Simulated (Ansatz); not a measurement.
**Bi2Se3: Electric field gradients**

The cell is a structure deposited in the COD, taken as it stands.

```yaml
crystal:
  lattice:
    - [2.07150, 1.19598, 9.54533]
    - [-2.07150, 1.19598, 9.54533]
    - [0.00000, -2.39196, 9.54533]
  atoms:
    - { symbol: Bi, position: [0.40080, 0.40080, 0.40080] }
    - { symbol: Bi, position: [0.59920, 0.59920, 0.59920] }
    - { symbol: Se, position: [0.00000, 0.00000, 0.00000] }
    - { symbol: Se, position: [0.21170, 0.21170, 0.21170] }
    - { symbol: Se, position: [0.78830, 0.78830, 0.78830] }
```

Atoms are numbered from 1 in the order listed; like atoms form one site, named after its first atom.

The numbers come from a DFT calculation in Ansatz (PBE, plane waves and PAW, scalar-relativistic, 420 eV cutoff, Γ-centred 9×9×9 k-points, Fermi–Dirac smearing 0.02 eV).

C_Q = eQV_zz/h, which is 24.18 MHz for Q = 1 b and V_zz = 10²¹ V/m²; η = (V_xx − V_yy)/V_zz. Directions are in the Cartesian axes of the cell vectors above, for the atom listed; none is given where the gradient is under 0.02 or η is above 0.95.

```
site  first atom          first shell  V_zz (10²¹ V/m²)     η  direction of V_zz (x, y, z)
  Bi           1  6 Se at 2.85–3.07 Å              0.76  0.00               0.00 0.00 1.00
 Se3           3       6 Bi at 3.07 Å              7.50  0.00               0.00 0.00 1.00
 Se4           4       3 Bi at 2.85 Å             -2.18  0.00               0.00 0.00 1.00
```

An axis of threefold or higher order runs through Bi, Se3 and Se4, so V_zz lies along it and η is zero.

The values hang on the deposited positions: relaxing the atoms moves V_zz on Se4 from -2.18 to -1.25. Spin–orbit coupling is left out, which shifts gradients on Bi by a few per cent in wide-gap crystals, and can shift them far more where the calculated gap is small or absent, as here. With a gap of 0.2 eV on this mesh, small gradients can still move by 0.1 × 10²¹ V/m² or more as the k-mesh gets denser.
